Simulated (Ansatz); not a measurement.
Ga2S3:
```
CELL_PARAMETERS angstrom
     -1.80568     5.43569     2.59570
      1.80568    -5.43569     2.59570
      1.80568     5.43569    -2.59570
ATOMIC_POSITIONS crystal
  Ga 0.16730 0.00826 0.15904
  Ga 0.84922 0.00826 0.84096
  S  0.89235 0.23293 0.65942
  S  0.57352 0.23293 0.34058
  S  0.26761 0.26761 0.00000
```

Relaxed with LDA. Special points in fractions of this cell's reciprocal vectors: Γ (0.000, 0.000, 0.000); X (0.500, -0.500, 0.500); F0 (0.278, -0.278, 0.722); Σ0 (-0.278, 0.278, 0.278); Λ0 (0.307, 0.307, -0.307); G0 (0.693, -0.307, 0.307); R (0.000, 0.500, 0.000); W (0.250, 0.250, 0.250); S (0.500, 0.000, 0.000); T (0.000, 0.000, 0.500).

Q: List the band energies nearest the valence-band maximum at these points for DFT-LDA in the program Ansatz with PAW potentials.

A: In eV from the valence-band maximum; about four levels below and three above (degenerate sets whole), none deeper than 8.9 eV; points with the same levels are listed once.

```tsv
k	below	above
Γ	-2.34 -1.03 -0.96 -0.12	1.37 2.51 3.85
X	-2.35 -2.33 -1.98 0.00	1.86 2.08 2.54
F0	-3.31 -2.71 -2.04 -1.91	2.04 2.54 2.56
Λ0	-2.39 -1.85 -1.53 -0.27	1.70 2.07 2.84
R	-3.65 -2.17 -1.69 -1.26	1.99 3.26 4.14
W	-2.82 -2.73 -1.87 -1.32	2.49 3.14 4.30
S	-2.61 -2.15 -1.77 -0.36	1.76 2.66 3.83
T	-2.88 -2.87 -2.29 -2.07	1.98 2.07 3.38
```

Space group Imm2. The first step of the workflow began from a Materials Project structure, measured or hypothetical; the Crystallography Open Database copy checked does not list it. COD files the formula under space group No. 9. Its standing as an ambient phase is unchecked. The cell was relaxed with LDA under the symmetry of its start; whether a distortion lowers the energy is not shown. Spin–orbit coupling is left out wherever it is not named.

Potentials: the later of the program's two PAW sets.
